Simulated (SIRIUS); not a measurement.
Consider a self-consistent single point of TiSi₂ (P-1, 6 atoms in the cell; from Materials Project mp-2582, changed as shown).

```
TiSi2
1.0
    0.00000     4.07799     4.22198
    2.36657     0.00000     4.22198
    2.39024     4.11877     0.00000
Ti Si
2 4
Direct
  0.50000   0.50000   0.50000
  0.75000   0.75000   0.75000
  0.83743   0.16257   0.83743
  0.16257   0.83743   0.16257
  0.41257   0.08743   0.41257
  0.08743   0.41257   0.08743
```

Level of theory: LDA (PW92), GBRV LDA ultrasoft pseudopotentials (plane waves; SIRIUS).

SIRIUS settings:

| setting | value |
|---|---|
| parameters.ngridk | 6 6 6 |
| parameters.xc_functionals | [XC_LDA_X, XC_LDA_C_PW] |
| parameters.gk_cutoff | 6.325 1/bohr |
| parameters.pw_cutoff | 14.143 1/bohr |
| parameters.smearing | fermi_dirac |
| parameters.smearing_width | 0.00367493 Ha |
| potentials | GBRV LDA ultrasoft pseudopotentials |
| parameters.electronic_structure_method | pseudopotential |
| parameters.num_bands | 24 |
| parameters.num_mag_dims | 0 |
| parameters.num_dft_iter | 100 |
| parameters.energy_tol | 1e-07 Ha |
| parameters.density_tol | 1e-06 |
| mixer.type | anderson |
| mixer.beta | 0.3 |
| mixer.use_hartree | true |

Results:

| Quantity | Value |
|---|---|
| Number of valence electrons | 40 |
| Number of bands | 24 |
| Number of k-points after the program's reduction | 112 |
| Number of plane waves (most at a k-point) | 2391 |
| Number of SCF iterations | 16 |
| FFT grid | 54 × 45 × 45 |
| Free energy E − TS | -3772.9435 eV |
| Fermi level (on the code's own zero) | 12.66 eV |
| Pressure | -2.23 GPa |
| Largest force (vector length) | 0.131 eV/Å |

Forces (eV/Å):
```json
[
 {"atom": "Ti1", "Fx": "0.030", "Fy": "0.020", "Fz": "-0.068"},
 {"atom": "Ti2", "Fx": "-0.030", "Fy": "-0.020", "Fz": "0.068"},
 {"atom": "Si3", "Fx": "0.015", "Fy": "-0.108", "Fz": "-0.014"},
 {"atom": "Si4", "Fx": "0.013", "Fy": "0.126", "Fz": "-0.036"},
 {"atom": "Si5", "Fx": "-0.015", "Fy": "0.108", "Fz": "0.014"},
 {"atom": "Si6", "Fx": "-0.013", "Fy": "-0.126", "Fz": "0.036"}
]
```

Stress (GPa, positive for compression):
```
-2.42  -1.56   0.45
-1.56  -2.65   0.50
 0.45   0.50  -1.62
```

For comparison: a first run was changed to give this one (lattice vector c scaled by 1.01), and from it to this one the free energy goes up by 2.3 meV/atom, the pressure goes from -0.86 to -2.23 GPa and the largest force goes from 0.117 to 0.131 eV/Å.

The structure comes from a collection of computed structures, made at another level of theory; the collection holds predicted forms beside known ones. Its lattice was then scaled. No clean gap shows at this smearing width and mesh (spacing up to 0.28 Å⁻¹); the mesh is coarse for partly filled bands, so the values carry mesh errors.

Cost on one core: about 4 core-minutes (a rough figure).
